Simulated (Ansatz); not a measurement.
Values for one crystal, relaxed and computed with r²SCAN (plane waves, PAW; program Ansatz); other levels are named.

| Property | Value |
|---|---|
| Volume per atom | 28.21 Å³ |
| Band gap | 1.74 eV (indirect) |
| Conduction-band minimum | off the standard path, at k = (-0.094, 0.266, 0.333) in fractions of the reciprocal vectors |
| Smallest direct gap on the standard path | 1.98 eV |
| Valence-band maximum | off the standard path, at k = (0.448, 0.000, 0.010) in fractions of the reciprocal vectors |

### Question
Which of these materials gives this?
A) CdHgSe2, P-4m2 (Cd on 1c, Hg on 1a, Se on 2g)
B) MgSe, rock salt
C) CdSe, zinc blende
D) As2Se3, P2_1/c (Pearson symbol mP20)

### Answer
D, As2Se3, P2_1/c (Pearson symbol mP20)

The workflow started from a Materials Project entry (that database holds measured and hypothetical structures alike); the Crystallography Open Database files this formula in space group No. 14, but the cells were not matched. Its standing as an ambient phase is unchecked. The cell was relaxed with r²SCAN under the symmetry of its start; its stability against distortions is not shown here. A crystal of weakly bound layers computed without a dispersion correction: the cell and the soft elastic constants depend strongly on that. Spin–orbit coupling is left out wherever it is not named.

Potentials: the later of the program's two PAW sets.
